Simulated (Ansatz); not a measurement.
LaInPt4:
```yaml
crystal:
  lattice:
    - [0.00000, 3.84864, 3.84864]
    - [3.84864, 0.00000, 3.84864]
    - [3.84864, 3.84864, 0.00000]
  atoms:
    - { symbol: La, position: [0.00000, 0.00000, 0.00000] }
    - { symbol: In, position: [0.25000, 0.25000, 0.25000] }
    - { symbol: Pt, position: [0.62424, 0.62424, 0.12729] }
    - { symbol: Pt, position: [0.62424, 0.12729, 0.62424] }
    - { symbol: Pt, position: [0.12729, 0.62424, 0.62424] }
    - { symbol: Pt, position: [0.62424, 0.62424, 0.62424] }
```

This is the r²SCAN-relaxed structure.

Question: All from the program Ansatz at the r²SCAN level (PAW), unless another level is named. Estimate the density of states at the Fermi level.

Answer: 0.48 states/eV per atom (mean over ±0.08 eV).

Question: What about the formation energy from the elements (no fitted shifts)?

Answer: -0.90 eV/atom.

Space group F-43m. The workflow started from a Materials Project entry (that database holds measured and hypothetical structures alike); the Crystallography Open Database copy checked does not list it. With La and In taken as one species the cell has the higher symmetry Fd-3m, so it may be an ordered model of a mixed-site phase. Its standing as an ambient phase is unchecked. Symmetry was held in the r²SCAN relaxation; its stability against distortions is not shown here. No spin polarisation was allowed. The references are the lowest solids computed at this level, not always the standard phases. Scalar-relativistic: spin–orbit coupling is off unless named, which matters more the heavier the elements.

Potentials: the earlier of the program's two PAW sets.
